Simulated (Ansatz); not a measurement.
Level of theory: DFT PBE, scalar-relativistic, plane waves, PAW in Ansatz 0.2.0. All cells share a 420 eV cutoff and Γ-centred k meshes spaced at most about 0.3 Å⁻¹ (about 0.25 or finer for metals, 2π included). No spin polarisation in the final relaxations.

All energies are static (0 K, no zero-point motion).

Two forms of Sc2GeTe2 were relaxed alike.

A.

```xyz
5
Lattice="4.1438 0.0000 0.0000 -2.0719 3.5887 0.0000 0.0000 0.0000 12.9670" Properties=species:S:1:pos:R:3 pbc="T T T"
Sc    0.0000    2.3925    2.7017
Sc    0.0000    2.3925   10.2653
Ge    0.0000    2.3925    0.0000
Te    2.0719    1.1962    8.7979
Te    2.0719    1.1962    4.1691
```

B.

```xyz
5
Lattice="5.0419 0.0000 0.0000 0.0000 5.0419 0.0000 0.0000 0.0000 8.3052" Properties=species:S:1:pos:R:3 pbc="T T T"
Sc    0.0000    0.0000    1.5413
Sc    0.0000    0.0000    6.7639
Ge    0.0000    0.0000    4.1526
Te    0.0000    2.5209    0.0000
Te    2.5209    0.0000    0.0000
```

Question: Which form is favoured at zero pressure, and by what margin per atom?

Answer: A is lower, by 0.37 eV/atom. A has space group P-6m2 (No. 187), 38.6 Å³/atom and no gap on its mesh; B has space group P4/mmm (No. 123), 42.2 Å³/atom and no gap. Counting Ge or Te atoms around Sc (for each partner element, those within 1.25 times its shortest distance or 1.15 times the sum of covalent radii, where it is the nearest in units of that sum or under 1.3), A has Sc 4 and B has Sc 5. In A, around Sc lie 1 Ge at 2.70 Å and 3 Te at 2.81 Å; Ge is surrounded by 2 Sc at 2.70 Å; around Te lie 3 Sc at 2.81 Å. In B, Sc is surrounded by 1 Ge at 2.61 Å, 4 Te at 2.95 Å and 1 Sc at 3.08 Å; around Ge lie 2 Sc at 2.61 Å; Te has 4 Sc at 2.95 Å and 4 Te at 3.57 Å. Both come from invented guesses.

No dispersion correction is applied, so the spacing and binding between layers, chains or molecules are poorly described (P-6m2), and this can change margins and order among such cells. These runs have no spin–orbit coupling, which can matter for Te. Cells relaxed within their symmetry can be saddle points.
